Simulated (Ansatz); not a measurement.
The start is a generated cell, Si2W placed in the AFLOW prototype AB2_hP6_194_c_f (C7, as in MoS2). The structure is fully relaxed (lattice and positions, P = 0) with PBE (plane waves to 420 eV, PAW, scalar-relativistic; Ansatz, a program for electronic structure). The first steps use a coarse 9×9×2 k-mesh.

Initial structure:
```
CELL_PARAMETERS angstrom
      2.93706     0.00000     0.00000
     -1.46853     2.54357     0.00000
      0.00000     0.00000    11.42397
ATOMIC_POSITIONS crystal
  W  0.33333 0.66667 0.25000
  W  0.66667 0.33333 0.75000
  Si 0.33333 0.66667 0.62750
  Si 0.66667 0.33333 0.12750
  Si 0.66667 0.33333 0.37250
  Si 0.33333 0.66667 0.87250
```

Question: Which atoms feel the largest initial force, and how large is it?

Answer: About 8.8 eV/Å, on Si3, Si4, Si5, Si6 (atoms numbered as listed).

Question: How does the volume per atom move from start to end?

Answer: +3.3 %, from 14.22 to 14.69 Å³/atom.

Question: How do the shortest distances between atoms change?

Answer: The closest pairs of elements (up to four, under 3.6 Å), start → end: Si–W 2.20 → 2.63 Å; Si–Si 2.80 → 2.58 Å; W–W 2.94 → 2.91 Å.

The space group stays P6₃/mmc (No. 194) (the run could not lower it), with 6 atoms in the primitive cell. Final values are on a 18×18×4 k-mesh of the relaxed cell. No spin polarisation in the result. A magnetic state may lie lower.

The run could not lose the symmetry of its start: the end is stationary, and may be a saddle point rather than a minimum.

The relaxed structure here is a generated cell of Si2W: the first start was made by placing the elements on the sites of a structure type, and the end was not matched to a known phase here, so it may be hypothetical. Known forms of Si2W include space group No. 139.
